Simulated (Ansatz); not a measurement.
## Computed properties of LuTl₃

```yaml
crystal:
  lattice:
    - [4.65300, 0.00000, 0.00000]
    - [0.00000, 4.65300, 0.00000]
    - [0.00000, 0.00000, 4.65300]
  atoms:
    - { symbol: Lu, position: [0.00000, 0.00000, 0.00000] }
    - { symbol: Tl, position: [0.00000, 0.50000, 0.50000] }
    - { symbol: Tl, position: [0.50000, 0.00000, 0.50000] }
    - { symbol: Tl, position: [0.50000, 0.50000, 0.00000] }
```

Atoms are numbered in the order listed.

The conventional cell has a = 4.653 Å, b = 4.653 Å, c = 4.653 Å, α = 90.00°, β = 90.00°, γ = 90.00°. Lu (atom 1) has 12 Tl at 3.29 Å as nearest neighbours. Tl (atom 2) has 4 Lu at 3.29 Å and 8 Tl at 3.29 Å as nearest neighbours.

The cell is COD entry 1538927, as deposited and not checked against the literature; nothing was relaxed.

No spin–orbit coupling, which matters for the heavy atoms here.

Levels of theory: DFT, PBEsol, all-electron LAPW, scalar-relativistic (Ansatz 0.2.0); DFT, PBEsol, PAW with Ansatz's default frozen-core files, scalar-relativistic (Ansatz 0.2.0).

For LAPW: a Γ-centred 7×7×7 k mesh, Fermi–Dirac smearing of 0.08 eV, basis error target 1 meV/atom, no spin polarisation. PAW takes a cutoff of 420 eV at this cell (files made with PBE, cores remade for this functional). The Ansatz runs share mesh, smearing and spin set-up. Values come from LAPW unless marked.

```yaml
Pressure_at_this_cell: -0.31 GPa
Band_gap: "none: bands cross the Fermi level, a metal"
Density_of_states_at_the_Fermi_level_0.2_eV_bin: 1.28 states/eV per cell
Löwdin_charges_with_0.04_e_of_the_cell_spilling_out_of_the_atomic_basis_so_their_sizes_and_signs_hang_on_that_basis: Lu1 0.47, Tl2 -0.14 e
Bader_charges_from_the_PAW_run: Lu1 +1.37, Tl2 -0.46 e
Volume_per_atom: 25.18 Å³
```
